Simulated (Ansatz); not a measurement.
LiNbO$_{3}$:
```xyz
10
Lattice="2.5671 1.4821 4.6089 -2.5671 1.4821 4.6089 0.0000 -2.9642 4.6089" Properties=species:S:1:pos:R:3 pbc="T T T"
Li     0.0000     0.0000     9.9444
Li     0.0000     0.0000     3.0311
Nb     0.0000     0.0000     0.0221
Nb     0.0000     0.0000     6.9354
O     -0.6435     1.4345     8.3516
O      1.5641    -0.1600     8.3516
O     -0.9206    -1.2745     8.3516
O     -1.6465     0.2076     6.0472
O      0.6435    -1.5297     6.0472
O      1.0030     1.3221     6.0472
```

Tensor components refer to the Cartesian frame of this cell.

### Question
Give the proper piezoelectric stress tensor with relaxed ions from PBEsol (plane waves, PAW; program Ansatz).

### Answer
In C/m², rows x, y, z, Voigt columns; mesh uncertainty up to 0.01.
```
 0.00   0.00   0.00   0.00  -3.77   2.58
 2.58  -2.58   0.00  -3.77   0.00   0.00
-0.35  -0.35  -1.74   0.00   0.00   0.00
```

The elastic tensor of the same run (GPa):

```
      1     2     3     4     5     6
-  ----  ----  ----  ----  ----  ----
1   199  60.4  68.9   9.4   0.0   0.0
2  60.4   199  68.9  -9.4   0.0   0.0
3  68.9  68.9   234   0.0   0.0   0.0
4   9.4  -9.4   0.0  58.6   0.0   0.0
5   0.0   0.0   0.0   0.0  58.6   9.4
6   0.0   0.0   0.0   0.0   9.4  69.2
```

### Question
Convert to strain constants d = e·S.

### Answer
In pC/N:
```
  0.0    0.0    0.0    0.0  -71.9   47.1
 23.5  -23.5    0.0  -71.9    0.0    0.0
  0.8    0.8   -7.9    0.0    0.0    0.0
```

Space group R3c. The PBEsol relaxation kept the symmetry of its start. No spin polarisation was allowed. Signs of piezoelectric constants follow the polarity of the cell as given.

Potentials: the later of the program's two PAW sets.
